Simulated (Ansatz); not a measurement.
AgI:
```
AgI
1.0
    0.00000     3.17402     3.17402
    3.17402     0.00000     3.17402
    3.17402     3.17402     0.00000
Ag I
1 1
Direct
  0.00000   0.00000   0.00000
  0.25000   0.25000   0.25000
```

This is the LDA-relaxed structure.

Q: All from LDA in the plane-wave PAW code Ansatz, unless another level is named. Give the hole effective mass, band 2 of 3 at the edge.

A: 0.63 along [100], 0.63 along [110], 1.3 along [111] (mₑ).

Q: What about the band gap?

A: 1.06 eV (direct).

Q: Next, the hole effective mass, band 3 of 3 at the edge?

A: 0.16 along [100], 0.13 along [110], 0.13 along [111] (mₑ).

Q: Predict the formation energy from the elements (no fitted shifts).

A: -0.15 eV/atom.

Q: What about the valence-band maximum?

A: at Γ.

Q: Give the weight of the conduction-edge state by species (Voronoi cells).

A: Ag 66 %, I 34 %.

Space group F-43m (zinc blende). The LDA relaxation kept the symmetry of its start; phonons on a q-mesh show no instability. No spin polarisation was allowed. The references are the lowest solids computed at this level, not always the standard phases. Spin–orbit coupling is left out wherever it is not named.

Potentials: the later of the program's two PAW sets.
